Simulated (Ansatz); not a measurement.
Ru (hcp, Mg type)

```
Ru
1.0
    2.70456     0.00000     0.00000
   -1.35228     2.34222     0.00000
    0.00000     0.00000     4.26009
Ru
2
Direct
  0.33333   0.66667   0.75000
  0.66667   0.33333   0.25000
```

The slice is a (0001) plane (indices of the conventional cell) through the point (0.667, 0.333, 0.250) (fractional), spanned by u = [110] and v = [1 -1 0] in vectors of this cell: u (2.70 Å) and v (4.68 Å, at 90° to u). It covers one period; positions are fractions (u, v).

Level of theory: r2SCAN (plane waves to 500 eV, PAW, scalar-relativistic; Ansatz, a program for electronic structure). k mesh 20×20×11. Near the nuclei the fields are pseudised (PAW); where an atom keeps semicore shells as valence, they peak there. Ru is run without spin polarisation. Ru was relaxed with its symmetry unable to fall.

Three fields on this plane, each scaled to ten steps between its own extremes (0 low, 9 high; the total valence density on a logarithmic scale, the potential cut 8 eV below its top; x marks points blanked near nuclei; v = 0 in the bottom row):

Map A
```
|xxxxxx535xxxxx|
|xxxxx93239xxxx|
|xxxxx61016xxxx|
|xxxx7300037xxx|
|xx96421112469x|
|44433444443344|
|112469xxx96421|
|0137xxxxxxx731|
|126xxxxxxxxx62|
|239xxxxxxxxx93|
|35xxxxxxxxxxx5|
|36xxxxxxxxxxx6|
|35xxxxxxxxxxx5|
|239xxxxxxxxx93|
|016xxxxxxxxx61|
|0037xxxxxxx730|
|112469xxx96421|
|44433444443344|
|xx96421112469x|
|xxxx7310137xxx|
|xxxxx62126xxxx|
|xxxxx93239xxxx|
|xxxxxx535xxxxx|
|xxxxxx636xxxxx|
```

Map B
```
|xxxxxx373xxxxx|
|xxxxx24742xxxx|
|xxxxx25952xxxx|
|xxxx2489842xxx|
|xx23577777532x|
|01366532356631|
|445423xxx32454|
|6521xxxxxxx125|
|530xxxxxxxxx03|
|521xxxxxxxxx12|
|52xxxxxxxxxxx2|
|63xxxxxxxxxxx3|
|73xxxxxxxxxxx3|
|742xxxxxxxxx24|
|952xxxxxxxxx25|
|9842xxxxxxx248|
|777532xxx23577|
|23566310136653|
|xx32454445423x|
|xxxx1256521xxx|
|xxxxx03530xxxx|
|xxxxx12521xxxx|
|xxxxxx252xxxxx|
|xxxxxx363xxxxx|
```

Map C
```
|xxxxxx474xxxxx|
|xxxxx06860xxxx|
|xxxxx38983xxxx|
|xxxx2699962xxx|
|xx03678987630x|
|55666655566665|
|887630xxx03678|
|9962xxxxxxx269|
|983xxxxxxxxx38|
|860xxxxxxxxx06|
|74xxxxxxxxxxx4|
|64xxxxxxxxxxx4|
|74xxxxxxxxxxx4|
|860xxxxxxxxx06|
|983xxxxxxxxx38|
|9962xxxxxxx269|
|987630xxx03678|
|55666655566665|
|xx03678887630x|
|xxxx2699962xxx|
|xxxxx38983xxxx|
|xxxxx06860xxxx|
|xxxxxx474xxxxx|
|xxxxxx464xxxxx|
```

Question: Assign the maps to these fields: electron localisation function (ELF); valence electron density; electrostatic potential energy of an electron, from the cell's mean.

Answer: A is the valence electron density; B is the electron localisation function (ELF); C is the electrostatic potential energy of an electron, from the cell's mean.
